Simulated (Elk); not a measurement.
Sm (R-3m), Elk, DFT, LDA (Perdew-Wang)+U, all-electron APW+lo, Dirac cores, scalar-relativistic bands with second-variational spin-orbit coupling.

Command: `OMP_NUM_THREADS=2 elk`

```
tasks
  0
  15

xctype
  3

rgkmax
  7.5

gmaxvr
  14.0

lmaxapw
  9

lmaxo
  7

lmaxi
  2

nrmtscf
  1.5

nempty
  14

epspot
  1e-06

epsengy
  1e-05

maxscl
  160

lradstp
  4

swidth
  0.0018375

reducebf
  0.5

spinpol
  .true.

cmagz
  .true.

spinorb
  .true.

sppath
  './'

avec
  3.42122627940 1.97524591340 16.53459421064
  -3.42122627940 1.97524591340 16.53459421064
  0.00000000000 -3.95049182680 16.53459421064

atoms
  1
  'Sm.in'
  3
  0.000000000000 0.000000000000 0.000000000000   0.00000 0.00000 -0.50000
  0.777780000000 0.777780000000 0.777780000000   0.00000 0.00000 -0.50000
  0.222220000000 0.222220000000 0.222220000000   0.00000 0.00000 -0.50000

ngridk
  7 7 7

dft+u
  1 1
  1 3 0.128623 0.018375

wplot
  90 100 1
  0 0.33
```

Task: How does this run end?

Result: The run did not converge.
```
┌─────────────────────────────────┐
│ Elk code version 11.2.3 started │
└─────────────────────────────────┘

┌──────────────────┐
│ Current task : 0 │
└──────────────────┘

[remarks of the patched build are left out]
Warning(gndstate): failed to reach self-consistency after 160 loops

[remarks of the patched build are left out]
┌───────────────────┐
│ Current task : 15 │
└───────────────────┘

[remarks of the patched build are left out]
Info(writelsj):
 muffin-tin L, S and J expectation values written to LSJ.OUT

┌──────────────────┐
│ Elk code stopped │
└──────────────────┘

--- INFO.OUT, end ---
4494575561E-02
   atom 2                    :    3.014181179
   atom 3                    :    3.014181179
 total in muffin-tins        :    6.032856934
 total moment                :    6.296485938

RMS change in Kohn-Sham potential (target) :    4.169151184     (  0.1000000000E-05)
Absolute change in total energy (target)   :    61.88556188     (  0.1000000000E-04)

┌───────────────────┐
│ Loop number : 160 │
└───────────────────┘

Reached self-consistent loops maximum

Energies :
 Fermi                       :     0.29417013700922
 sum of occupied eigenvalues :     -19239.481762720
 electron kinetic            :      33837.309604915
 core electron kinetic       :      33448.558466806
 Coulomb                     :     -64349.855987517
 Coulomb potential           :     -52248.071248291
 nuclear-nuclear             :     -2744.1922256406
 electron-nuclear            :     -71015.019656247
 Hartree                     :      9409.3558943704
 Madelung                    :     -38225.820363371
 xc potential                :     -828.71001802479
 xc effective B-field        :    -0.48168588125513E-02
 external B-field            :      0.0000000000000
 exchange                    :     -664.20449738550
 correlation                 :     -18.277469836807
 DFT+U                       :     0.62105271735123
 electron entropic           :    -0.24038976349976E-02
 total energy                :     -31194.409701004
 (external B-field energy excluded from total)

Density of states at Fermi energy :    215.3341854
 (states/Hartree/unit cell)

Estimated indirect band gap :   0.2527299898E-03
 from k-point 49 to k-point 27
Estimated direct band gap   :   0.1515637025E-02
 at k-point 25

Charges :
 core                        :    138.0000000
 valence                     :    48.00000000
 interstitial                :    7.737574761
 muffin-tins (core leakage)
  species : 1 (Sm)
   atom 1                    :    69.39800133     (  0.2699108389E-04)
   atom 2                    :    54.43221196     (  0.3637891813E-04)
   atom 3                    :    54.43221196     (  0.3637891813E-04)
 total in muffin-tins        :    178.2624252
 total calculated charge     :    185.9997913
 total charge                :    186.0000000
 error                       :   0.2087071280E-03

Moments :
 interstitial                :   0.4780794343
 muffin-tins
  species : 1 (Sm)
   atom 1                    :  -0.2954247752E-01
   atom 2                    :   0.2201998046
   atom 3                    :   0.2201998046
 total in muffin-tins        :   0.4108571316
 total moment                :   0.8889365659

┌──────────────────────────────┐
│ Self-consistent loop stopped │
└──────────────────────────────┘

Warning : forces or DFT+U at lmaxo under 8 : 7

Wrote STATE.OUT
```
